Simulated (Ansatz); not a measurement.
**Fe2As: single run (Ansatz)**

Run with:

```bash
ansatz run input.yaml --threads 1 --pin off --max-ram 2560MiB --backend cpu --events-out ev --progress --plain --runs-dir out
```

input.yaml:

```yaml
crystal:
  lattice:
    - [3.647959, 0.0, 0.0]
    - [0.0, 3.647959, 0.0]
    - [0.0, 0.0, 6.007516]
  atoms:
    - { symbol: Fe, position: [0.0, 0.0, 0.0] }
    - { symbol: Fe, position: [0.5, 0.5, 0.0] }
    - { symbol: Fe, position: [0.0, 0.5, 0.33] }
    - { symbol: Fe, position: [0.5, 0.0, 0.67] }
    - { symbol: As, position: [0.0, 0.5, 0.735] }
    - { symbol: As, position: [0.5, 0.0, 0.265] }
  symmetry: { tolerance: 0.0003 }
kpoints:
  mp_grid: { grid: [5, 5, 3], shift: [0, 0, 0] }
magnetization:
  spin_polarized: false
scf:
  occupations: { method: fermi_dirac, width: 0.0998 }
hamiltonian:
  pseudopotentials: { kind: paw }
  xc: r2scan
basis:
  ecutwfc: 500
  xc_grid: 3
output:
  forces: true
  stress: true
  eigenvalues: true
  write_density: true
  write_potential: true
  elf: true
  volumetric_format: npy
```

Origin of the cell: a database entry, scaled a little.

Output (shortened):

```
Pseudopotentials: kind: paw
Pseudopotential: Fe, paw, valence charge 16, recommended cutoff 500 eV (meta_gga), Fe.paw.azcp
Pseudopotential: As, paw, valence charge 15, recommended cutoff 500 eV (meta_gga), As.paw.azcp
Functional definition: r2SCAN
  exchange = r2scan_x(k0 = k0, k1 = k1, a1 = a1)
  correlation = r2scan_c
Crystal: 6 atoms, lattice volume = 79.946 Å³
Basis set: ecut = 500 eV, 2045 PW (Γ), exchange–correlation on 81×81×135 points (27 copies of the dense FFT grid, shifted against one another)
Bands: 57, of which v1, the nominal top of the filled ones, is band 47 counted from 1 (46 counted from 0)
Symmetry: 16 space group operations
Space group: P4/nmm (ITA 129), of the structure as read, at distance tolerance 1.3e-3 Å
[… 7 lines left out …]
Initial density: superposition of atomic densities (neutral atoms: chi_scale 0, normalization atom), corrected by the library's trained network
Functional: x = r2scan, c = r2scan; τ floored in thin density (d = 2e-4 eV/Å³)
SCF iter   1: F=—  HF=-27669.377780 eV  Δρ=8.03e-3  dr2=4.99e-2  dr2_τ=1.37e-1
SCF iter   2: F=—  HF=-27669.672953 eV  Δρ=3.63e-2  dr2=1.24e0  dr2_τ=1.33e-2  defer=1
SCF iter   3: F=—  HF=-27669.690529 eV  Δρ=4.47e-2  dr2=2.16e0  dr2_τ=1.97e-2  defer=1
SCF iter   4: F=—  HF=-27669.660004 eV  Δρ=2.79e-2  dr2=8.43e-1  dr2_τ=9.67e-3  defer=1
SCF iter   5: F=—  HF=-27669.645116 eV  Δρ=4.12e-3  dr2=1.60e-2  dr2_τ=4.77e-4  defer=1
SCF iter   6: F=—  HF=-27669.645309 eV  Δρ=1.80e-3  dr2=3.78e-3  dr2_τ=2.97e-5  defer=1
SCF iter   7: F=—  HF=-27669.645605 eV  Δρ=1.68e-3  dr2=3.76e-3  dr2_τ=3.00e-5  defer=1
SCF iter   8: F=—  HF=-27669.645593 eV  Δρ=7.94e-4  dr2=3.70e-4  dr2_τ=6.88e-6  defer=1
SCF iter   9: F=—  HF=-27669.645589 eV  Δρ=2.12e-4  dr2=4.32e-5  dr2_τ=7.74e-7  defer=1
SCF iter  10: F=—  HF=-27669.645609 eV  Δρ=1.27e-4  dr2=1.58e-5  dr2_τ=1.97e-7  defer=1
SCF iter  11: F=—  HF=-27669.645610 eV  Δρ=6.57e-5  dr2=4.42e-6  dr2_τ=5.16e-8  defer=1
SCF iter  12: F=—  HF=-27669.645610 eV  Δρ=1.32e-5  dr2=1.45e-7  dr2_τ=2.50e-9  defer=1
SCF iter  13: F=-27669.645610 eV  HF=-27669.645610 eV  Δρ=4.38e-6  dr2=5.45e-9  dr2_τ=3.66e-10
SCF 1 converged in 13 iterations: F = -27669.645610 eV  dr2 = 5.45e-9
SCF converged after 13 iterations
Free energy (F): -27669.645610 eV
Harris-Foulkes:  -27669.645610 eV  (|F-HF|=7.83e-9)
Internal energy: -27669.226922 eV  (E = F + TS)
E sigma→0 (E₀):  -27669.436266 eV
Entropy (-TS):   -0.418688 eV (-69.781 meV/atom)
Fermi energy:    16.571837 eV
--- Per-component energies (eV) ---
  E_band       = -1357.278487
  E_kinetic    = 1616.743470
  E_local      = -12005.204292  (includes V_loc(G=0)·N_el)
  E_nonlocal   = -449.943571
  E_hartree    = 5556.790173
  E_xc         = -600.022959
  E_vxc        = -839.547291  (∫ρ·V_xc dr)
  E_paw        = -9211.601253  (= ΣΔE_a)
  E_vpaw       = -849.983093  (= ΣTr[D̂ρ^β])
  E_aug_tail   = 0.001039  (compensation charges beyond the density's cutoff)
  E_vtau       = 57.072913  (kinetic-family band-sum trace: ∫τ·v_τ [+ j·A + Jᵃ·Aᵃ] dr)
  E_ewald      = -12571.916812
  E_core_change = -4.072715  (= ΣΔE_core)
  E_smearing   = -0.418688  (= −TS)
  Σ components = -27669.645610   (vs F -27669.645610, Δ=0.00e0)
--- Forces (eV/Å), atoms counted from 1 ---
  atom   1  Fe     0.000000     0.000000    -0.000000
  atom   2  Fe     0.000000     0.000000    -0.000000
  atom   3  Fe     0.000000     0.000000     0.009217
  atom   4  Fe     0.000000     0.000000    -0.009217
  atom   5  As     0.000000     0.000000     0.059286
  atom   6  As     0.000000     0.000000    -0.059286
  max |Σ_I F_I| component: 6.94e-18 eV/Å
--- Stress (GPa, compression-positive) ---
      -16.460951       0.000000       0.000000
        0.000000     -16.460951       0.000000
        0.000000       0.000000     -25.131242
  P = ⅓ Tr σ = -19.3510 GPa (-193.510 kbar)
```

Caveats: no spin polarisation, so a magnetic state may lie lower; the k mesh is coarse if the cell is a metal.

It ran for 12 s on 1 thread of Arm Neoverse V2, on a shared host, peak memory 0.42 GiB, from the program's own first density.
